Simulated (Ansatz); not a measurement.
TeO₂:
Space group Aea2 (No. 41); a = 6.046 Å, b = 5.674 Å, c = 5.022 Å, α = 90.00°, β = 90.00°, γ = 90.00°

```
atom  site  symmetry       x       y       z
----  ----  --------  ------  ------  ------
Te      4a       ..2  0.0000  0.0000  0.9076
O       8b         1  0.1553  0.1743  0.1687
```
(The calculation used a cell of 6 atoms; values per cell refer to that cell.)

Relaxed at zero pressure with the program Ansatz at the r²SCAN+D4 level (PAW).

**Question.** The volume is lowered by 6 % and shape and atoms relax at that volume. What pressure results, and how do the axes share the change?

**Answer.** 3.3 GPa; a 0.3 %, b -0.2 %, c -6.1 %; the energy rises by 8 meV/atom.

**Question.** Give the new structure.

**Answer.** 
Space group Aea2 (No. 41); a = 6.0660 Å, b = 5.6631 Å, c = 4.7150 Å, α = β = γ = 90.00°

```json
[
 {"atom": "Te", "site": "4a", "symmetry": "..2", "x": "0.0000", "y": "0.0000", "z": "0.8854"},
 {"atom": "O", "site": "8b", "symmetry": "1", "x": "0.1515", "y": "0.1678", "z": "0.1798"}
]
```

The phase is kept; no other phase was compared at this pressure.

The start of the workflow was typed in or built on a structure type; neither database checked (COD, Materials Project) lists it. COD files the formula under space group No. 19, 61, 92, 136. Its standing as an ambient phase is unchecked. The r²SCAN+D4 relaxation kept the symmetry of its start; its stability against distortions is not shown here. The volume moved by -58 % from the start of the relaxation. Spin–orbit coupling is left out wherever it is not named.

Potentials: the earlier of the program's two PAW sets.
